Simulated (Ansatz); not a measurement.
Sc3SnB (anti-perovskite)

```yaml
crystal:
  lattice:
    - [4.60224, 0.00000, 0.00000]
    - [0.00000, 4.60224, 0.00000]
    - [0.00000, 0.00000, 4.60224]
  atoms:
    - { symbol: Sc, position: [0.50000, 0.00000, 0.50000] }
    - { symbol: Sc, position: [0.00000, 0.50000, 0.50000] }
    - { symbol: Sc, position: [0.50000, 0.50000, 0.00000] }
    - { symbol: Sn, position: [0.00000, 0.00000, 0.00000] }
    - { symbol: B, position: [0.50000, 0.50000, 0.50000] }
```

The slice is a {100} plane (indices of the conventional cell) through the point (0.000, 0.500, 0.500) (fractional), spanned by u = [100] and v = [010] in vectors of this cell: u (4.60 Å) and v (4.60 Å, at 90° to u). It covers one period; positions are fractions (u, v).

The numbers are results of PBEsol (plane waves to 420 eV, PAW, scalar-relativistic; Ansatz, a first-principles code), not measurements. k mesh 10×10×10. Near the nuclei the fields are pseudised (PAW); where an atom keeps semicore shells as valence, they peak there. At this level the bands of Sc3SnB touch or barely overlap. Sc3SnB is run without spin polarisation. Sc3SnB was relaxed with its symmetry unable to fall.

Three fields on this plane, each scaled to ten steps between its own extremes (0 low, 9 high; the total valence density on a logarithmic scale, the potential cut 8 eV below its top; x marks points blanked near nuclei; v = 0 in the bottom row):

Map A
```
|xxxxxxx989xxxxxxxxxxxxx989xxxxxx|
|xxxxxxx988xxxxxxxxxxxxx889xxxxxx|
|xxxxxxx878xxxxxxxxxxxxx878xxxxxx|
|xxxxxx86678xxxxxxxxxxx87668xxxxx|
|xxxxx7655678xxxxxxxxx8765567xxxx|
|xxxx654455678xxxxxxx876554456xxx|
|76643333445678899988765443333466|
|33221122345567888887655432211223|
|11100111234568999998654321110011|
|0000000123468xxxxxxx864321000000|
|000000011357xxxxxxxxx75311000000|
|00000000136xxxxxxxxxxx6310000000|
|0000000024xxxxxxxxxxxxx420000000|
|0000000126xxxxxxxxxxxxx621000000|
|0000000136xxxxxxxxxxxxx631000000|
|0000000137xxxxxxxxxxxxx731000000|
|0000000136xxxxxxxxxxxxx631000000|
|0000000126xxxxxxxxxxxxx621000000|
|0000000024xxxxxxxxxxxxx420000000|
|00000000136xxxxxxxxxxx6310000000|
|000000011357xxxxxxxxx75311000000|
|0000000123468xxxxxxx864321000000|
|11100111234568999998654321110011|
|33221122345567888887655432211223|
|76643333445678899988765443333466|
|xxxx654455678xxxxxxx876554456xxx|
|xxxxx7655678xxxxxxxxx8765567xxxx|
|xxxxxx86678xxxxxxxxxxx87668xxxxx|
|xxxxxxx878xxxxxxxxxxxxx878xxxxxx|
|xxxxxxx988xxxxxxxxxxxxx889xxxxxx|
|xxxxxxx989xxxxxxxxxxxxx989xxxxxx|
|xxxxxxx989xxxxxxxxxxxxx989xxxxxx|
```

Map B
```
|xxxxxxx126xxxxxxxxxxxxx621xxxxxx|
|xxxxxxx126xxxxxxxxxxxxx621xxxxxx|
|xxxxxxx136xxxxxxxxxxxxx631xxxxxx|
|xxxxxx11379xxxxxxxxxxx97311xxxxx|
|xxxxx1014799xxxxxxxxx9974101xxxx|
|xxxx000247899xxxxxxx998742000xxx|
|11000002467776666666777642000001|
|00000012344433222223344432100000|
|00000011222111111111112221100000|
|0000011110001xxxxxxx100011110000|
|111111100001xxxxxxxxx10000111111|
|22221100000xxxxxxxxxxx0000011222|
|3332210000xxxxxxxxxxxxx000012233|
|4433210000xxxxxxxxxxxxx000012334|
|4443210001xxxxxxxxxxxxx100012344|
|4443210001xxxxxxxxxxxxx100012344|
|4443210001xxxxxxxxxxxxx100012344|
|4433210000xxxxxxxxxxxxx000012334|
|3332210000xxxxxxxxxxxxx000012233|
|22221100000xxxxxxxxxxx0000011222|
|111111100001xxxxxxxxx10000111111|
|0000011110001xxxxxxx100011110000|
|00000011222111111111112221100000|
|00000012344433222223344432100000|
|11000002467776666666777642000001|
|xxxx000247899xxxxxxx998742000xxx|
|xxxxx1014799xxxxxxxxx9974101xxxx|
|xxxxxx11379xxxxxxxxxxx97311xxxxx|
|xxxxxxx136xxxxxxxxxxxxx631xxxxxx|
|xxxxxxx126xxxxxxxxxxxxx621xxxxxx|
|xxxxxxx126xxxxxxxxxxxxx621xxxxxx|
|xxxxxxx126xxxxxxxxxxxxx621xxxxxx|
```

Map C
```
|xxxxxxx012xxxxxxxxxxxxx210xxxxxx|
|xxxxxxx023xxxxxxxxxxxxx320xxxxxx|
|xxxxxxx034xxxxxxxxxxxxx430xxxxxx|
|xxxxxx01455xxxxxxxxxxx55410xxxxx|
|xxxxx0035665xxxxxxxxx5665300xxxx|
|xxxx002467765xxxxxxx567764200xxx|
|00000245677654322234567765420000|
|00023456666543210123456666543200|
|33345566654310000000134566655433|
|5556666654200xxxxxxx002456666655|
|777777654200xxxxxxxxx00245677777|
|88887765300xxxxxxxxxxx0035677888|
|9998876420xxxxxxxxxxxxx024678899|
|9999875300xxxxxxxxxxxxx003578999|
|9999875300xxxxxxxxxxxxx003578999|
|9999875300xxxxxxxxxxxxx003578999|
|9999875300xxxxxxxxxxxxx003578999|
|9999875300xxxxxxxxxxxxx003578999|
|9998876420xxxxxxxxxxxxx024678899|
|88887765300xxxxxxxxxxx0035677888|
|777777654200xxxxxxxxx00245677777|
|5556666654200xxxxxxx002456666655|
|33345566654310000000134566655433|
|00023456666543210123456666543200|
|00000245677654322234567765420000|
|xxxx002467765xxxxxxx567764200xxx|
|xxxxx0035665xxxxxxxxx5665300xxxx|
|xxxxxx01455xxxxxxxxxxx55410xxxxx|
|xxxxxxx034xxxxxxxxxxxxx430xxxxxx|
|xxxxxxx023xxxxxxxxxxxxx320xxxxxx|
|xxxxxxx012xxxxxxxxxxxxx210xxxxxx|
|xxxxxxx002xxxxxxxxxxxxx200xxxxxx|
```

Question: Assign the maps to these fields: electron localisation function (ELF); valence electron density; electrostatic potential energy of an electron, from the cell's mean.

Answer: A is the valence electron density; B is the electron localisation function (ELF); C is the electrostatic potential energy of an electron, from the cell's mean.
